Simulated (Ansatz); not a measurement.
# Field gradients of Cd5B3ClO9 from run to run

Cell of run 1: a COD entry, taken as it stands.

```cif
data_Cd5B3ClO9
_symmetry_space_group_name_H-M 'Cm'
_symmetry_Int_Tables_number 8
_cell_length_a 8.1720
_cell_length_b 16.0610
_cell_length_c 3.4741
_cell_angle_alpha 90.000
_cell_angle_beta 99.294
_cell_angle_gamma 90.000
loop_
_atom_site_label
_atom_site_type_symbol
_atom_site_symmetry_multiplicity
_atom_site_Wyckoff_symbol
_atom_site_fract_x
_atom_site_fract_y
_atom_site_fract_z
Cd1 Cd 4 b 0.1386 0.8719 0.4308
Cd3 Cd 4 b 0.5133 0.1756 0.0885
Cd5 Cd 2 a 0.7107 0.0000 0.6861
B6 B 2 a 0.3775 0.0000 0.0220
B7 B 4 b 0.3313 0.6988 0.6622
Cl Cl 2 a 0.9488 0.0000 0.2918
O10 O 4 b 0.2991 0.9244 0.9793
O12 O 2 a 0.5490 0.0000 0.1242
O13 O 4 b 0.6909 0.1476 0.6506
O15 O 4 b 0.4837 0.3204 0.8742
O17 O 4 b 0.3189 0.7717 0.4552
```

One atom of each set is listed; the run and its k-mesh use a cell of 18 atoms with edges of 9.01, 9.01, 3.47 Å.

Relaxed positions (PBE, cell held):

Cd1 (0.1377, 0.8719, 0.4336)
Cd3 (0.5128, 0.1758, 0.0877)
Cd5 (0.7128, 0.0000, 0.6899)
B6 (0.3789, 0.0000, 0.0262)
B7 (0.3295, 0.6984, 0.6630)
Cl (0.9508, 0.0000, 0.2884)
O10 (0.3002, 0.9238, 0.9805)
O12 (0.5498, 0.0000, 0.1257)
O13 (0.6914, 0.1467, 0.6534)
O15 (0.4837, 0.3197, 0.8747)
O17 (0.3172, 0.7707, 0.4448)

All runs are DFT with Ansatz 0.2.0 (plane waves and PAW, scalar-relativistic unless spin–orbit coupling is named, Γ-centred meshes, Fermi–Dirac smearing where given) in this cell.

Run 1: PBE, atoms as given; 420 eV, 4×4×7 k-points, smearing 0.02 eV.
Run 2: PBE, atoms relaxed; 420 eV, 4×4×7 k-points, smearing 0.02 eV.
Run 3: r2SCAN, at the relaxed atoms; 500 eV, 4×4×7 k-points, smearing 0.02 eV.
Run 4: LDA, at the relaxed atoms; 420 eV, 4×4×7 k-points, smearing 0.02 eV.

| run | Cd3 V_zz (η) | Cd5 V_zz (η) | Cl V_zz (η) | O13 V_zz (η) |
| --- | --- | --- | --- | --- |
| 1 | 4.28 (0.44) | -4.89 (0.09) | 4.80 (0.55) | 4.55 (0.96) |
| 2 | 3.43 (0.95) | -4.36 (0.09) | 4.68 (0.60) | -4.40 (0.99) |
| 3 | ? | ? | ? | ? |
| 4 | 3.29 (0.96) | -4.17 (0.12) | 4.79 (0.60) | -4.18 (0.92) |

V_zz in 10²¹ V/m²; 4 of the 11 sets of like atoms are followed.

(1) Estimate the row of run 3.

Answers

(1) Cd3: -3.83 (0.97); Cd5: -4.69 (0.03); Cl: 4.36 (0.61); O13: -4.66 (0.97). It lies nearest to run 2, from whose tensors on these sites it differs by 0.48 at most (largest principal value of the difference, on Cd3). Taken one at a time, the positions of the atoms (as given or relaxed) move the tensors on these sites by up to 1.19 (largest principal value of the change, on Cd3), the functional (between the two that differ most) by 0.61 (Cd3). On some sites the largest principal value moves to another axis from run to run, and the sign of V_zz can flip with it. On O13 η is near 1, so the change of sign is little more than a relabelling of axes. On Cd5 V_xx and V_yy change places between runs (or their axes turn by over 50°), so η hides a larger change.

Without spin–orbit coupling (the program notes it for Cd) the gradients are little affected as a rule: paired runs on crystals with a gap mostly move them by under 2 % at such atoms. In run 1 the atoms aren't at the calculated equilibrium (largest force 0.57 eV/Å). The cell isn't the equilibrium one in runs 1, 2, 4 (calculated pressure 6, 5, -5 GPa), and the entry's cell may itself be off.
